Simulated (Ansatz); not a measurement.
GaP (zinc blende, F-43m), r²SCAN (plane waves, PAW; program Ansatz). The conduction-band minimum lies on the Γ–X line, 85 % of the way from Γ, with 6 equivalent valleys. Second derivatives d²E/dk² of the lowest band at one valley (eV·Å²), along Cartesian directions:

| direction | d²E/dk² |
|---|---|
| [100] | 7.473 |
| [010] | 33.85 |
| [001] | 33.85 |
| [110] | 20.66 |
| [101] | 20.66 |
| [011] | 33.72 |

**Question.** Find the principal effective masses, the density-of-states mass and the conductivity mass.

**Answer.** Off-diagonal terms follow from H_xy = H[110] − (H_xx + H_yy)/2, and m*/mₑ = 7.620 eV·Å² over each eigenvalue: 0.22, 0.23, 1.0. One valley's DOS mass (m₁m₂m₃)^(1/3) = 0.37, conductivity mass 3/(Σ 1/mᵢ) = 0.30 mₑ.

**Question.** What effective density of states Nc follows at 300 K for parabolic valleys?

**Answer.** Nc = 2.509e19 × 6 × (0.37)^(3/2) ≈ 3.4e19 cm⁻³.

The cell was relaxed with r²SCAN under the symmetry of its start. Scalar-relativistic: spin–orbit coupling is off unless named, which matters more the heavier the elements.

Potentials: the later of the program's two PAW sets.
